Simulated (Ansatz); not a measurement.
LaC2:
```yaml
crystal:
  lattice:
    - [-1.94544, 1.94544, 3.26506]
    - [1.94544, -1.94544, 3.26506]
    - [1.94544, 1.94544, -3.26506]
  atoms:
    - { symbol: La, position: [0.00000, 0.00000, 0.00000] }
    - { symbol: C, position: [0.40093, 0.40093, 0.00000] }
    - { symbol: C, position: [0.59907, 0.59907, 0.00000] }
```

Relaxed with PBEsol. Special points in fractions of this cell's reciprocal vectors: Γ (0.000, 0.000, 0.000); X (0.000, 0.000, 0.500); P (0.250, 0.250, 0.250); N (0.000, 0.500, 0.000); M (0.500, 0.500, -0.500); S (0.339, 0.661, -0.339); S0 (-0.339, 0.339, 0.339); R (-0.178, 0.178, 0.500); G (0.500, 0.500, -0.178).

Task: List the band energies nearest the Fermi level at these points for PBEsol with spin–orbit coupling in the plane-wave PAW code Ansatz.

Result: In eV from the Fermi level; about four levels below and three above (degenerate sets whole), none deeper than 8.9 eV; points with the same levels are listed once.

| k | below | above |
|---|---|---|
| Γ | -0.16 -0.16 -0.13 -0.13 | 0.52 0.52 1.99 1.99 |
| X | -2.96 -2.96 -2.36 -2.36 | 2.24 2.24 2.27 2.27 |
| P | -0.28 -0.28 -0.26 -0.26 | 2.27 2.27 2.48 2.48 |
| N | -4.62 -4.62 -2.19 -2.19 | 1.07 1.07 1.56 1.56 |
| M | -2.64 -2.64 -0.77 -0.77 | 2.34 2.34 2.36 2.36 |
| S | -4.26 -4.26 -3.01 -3.01 | 1.26 1.26 1.63 1.63 |
| R | -3.14 -3.14 -0.75 -0.75 | 2.00 2.00 2.28 2.28 |

Space group I4/mmm (MoSi2 or CaC2 type). The workflow started from a Materials Project entry (that database holds measured and hypothetical structures alike); the Crystallography Open Database files this formula in space group No. 139, but the cells were not matched. Whether it is the stable phase at ambient conditions was not checked. The cell was relaxed with PBEsol under the symmetry of its start; its stability against distortions is not shown here.

Potentials: the later of the program's two PAW sets.
